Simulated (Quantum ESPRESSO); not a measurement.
# Band energies of LuBrO monolayer

```
LuBrO
1.0
    3.71889     0.00000     0.00000
    0.00000     3.71889     0.00000
    0.00000     0.00000    20.00000
O Br Lu
2 2 2
Direct
  0.00000   0.00000   0.00000
  0.50000   0.50000   0.00000
  0.50000   0.00000   0.13723
  0.00000   0.50000   0.86277
  0.00000   0.50000   0.05538
  0.50000   0.00000   0.94462
```

PBEsol (Quantum ESPRESSO, PseudoDojo norm-conserving, 100 Ry, without SOC); path MΓXM; energies in eV from the valence-band maximum.

| k (1/Å) | point | band 34 | band 35 | band 36 | band 37 | band 38 | band 39 | band 40 | band 41 |
|---|---|---|---|---|---|---|---|---|---|
| 0.00 | M | -0.87 | -0.63 | -0.63 | -0.44 | -0.44 | 4.96 | 4.96 | 6.48 |
| 0.20 |  | -0.97 | -0.62 | -0.61 | -0.59 | -0.34 | 4.93 | 4.97 | 6.38 |
| 0.40 |  | -1.09 | -1.00 | -0.61 | -0.56 | -0.22 | 5.01 | 5.12 | 6.56 |
| 0.60 |  | -1.23 | -1.09 | -0.65 | -0.45 | -0.16 | 5.24 | 5.56 | 6.54 |
| 0.80 |  | -1.01 | -0.99 | -0.65 | -0.33 | -0.12 | 5.48 | 5.52 | 6.32 |
| 1.00 |  | -0.81 | -0.67 | -0.31 | -0.30 | -0.05 | 4.74 | 4.97 | 5.90 |
| 1.19 | Γ | -0.51 | -0.51 | -0.39 | 0.00 | 0.00 | 4.34 | 4.53 | 5.62 |
| 1.41 |  | -0.96 | -0.49 | -0.33 | -0.26 | -0.04 | 4.76 | 4.99 | 5.91 |
| 1.62 |  | -1.29 | -0.44 | -0.39 | -0.36 | -0.09 | 5.47 | 5.64 | 6.16 |
| 1.83 |  | -1.16 | -0.57 | -0.56 | -0.34 | -0.14 | 5.73 | 5.80 | 6.04 |
| 2.04 | X | -1.08 | -0.85 | -0.85 | -0.22 | -0.22 | 5.76 | 5.76 | 6.16 |
| 2.18 |  | -1.06 | -0.83 | -0.83 | -0.39 | -0.39 | 5.91 | 5.91 | 5.98 |
| 2.32 |  | -0.99 | -0.81 | -0.81 | -0.70 | -0.70 | 5.53 | 5.53 | 6.45 |
| 2.46 |  | -1.06 | -0.80 | -0.80 | -0.63 | -0.63 | 5.21 | 5.21 | 6.70 |
| 2.60 |  | -1.04 | -0.67 | -0.67 | -0.51 | -0.51 | 5.01 | 5.01 | 6.51 |
| 2.74 |  | -0.94 | -0.62 | -0.62 | -0.45 | -0.45 | 4.96 | 4.96 | 6.45 |
| 2.88 | M | -0.87 | -0.63 | -0.63 | -0.44 | -0.44 | 4.96 | 4.96 | 6.48 |

The PBEsol gap is direct, 4.34 eV at Γ. The valence-band maximum lies 7.13 eV below the vacuum level.

Spin-orbit splittings are left out. The 4f states are in the valence at their DFT position.

Geometry relaxed with PBEsol.

This is a model layer cut from the bulk structure; whether it is stable on its own was not checked.
